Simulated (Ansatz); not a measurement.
BaTiO₃:
```
CELL_PARAMETERS angstrom
      2.84031     1.63986     2.33133
     -2.84031     1.63986     2.33133
      0.00000    -3.27971     2.33133
ATOMIC_POSITIONS crystal
  Ba 0.00124 0.00124 0.00124
  Ti 0.51468 0.51468 0.51468
  O  0.48825 0.97868 0.48825
  O  0.48825 0.48825 0.97868
  O  0.97868 0.48825 0.48825
```

Cartesian axes are those of the cell as given.

### Question
Give the high-frequency dielectric tensor and the Born effective charge tensors of the independent atoms from DFPT, the program Ansatz at the r²SCAN level (PAW).

### Answer

ε∞:
```
5.42  0.00  0.00
0.00  5.42  0.00
0.00  0.00  4.92
```
Z* of atom 1 (Ba), rows: field, columns: displacement, in e:
```
2.78  0.00  0.00
0.00  2.78  0.00
0.00  0.00  2.73
```
Z* of atom 2 (Ti), rows: field, columns: displacement, in e:
```
6.33  0.00  0.00
0.00  6.33  0.00
0.00  0.00  5.23
```
Z* of atom 3 (O), rows: field, columns: displacement, in e:
```
-3.59   0.96   1.19
 0.96  -2.49  -0.68
 0.98  -0.57  -2.65
```

Static charges for comparison (Bader): Ba1 +1.58, Ti2 +2.29, O3 -1.29 e. Born charges measure polarisation by displacement and can exceed these by far.

Space group R3m. This is a known low-temperature phase of the composition, computed here at zero pressure and temperature. The r²SCAN relaxation kept the symmetry of its start; its stability against distortions is not shown here. The run is not spin-polarised. Spin–orbit coupling is left out wherever it is not named.

Potentials: the earlier of the program's two PAW sets.
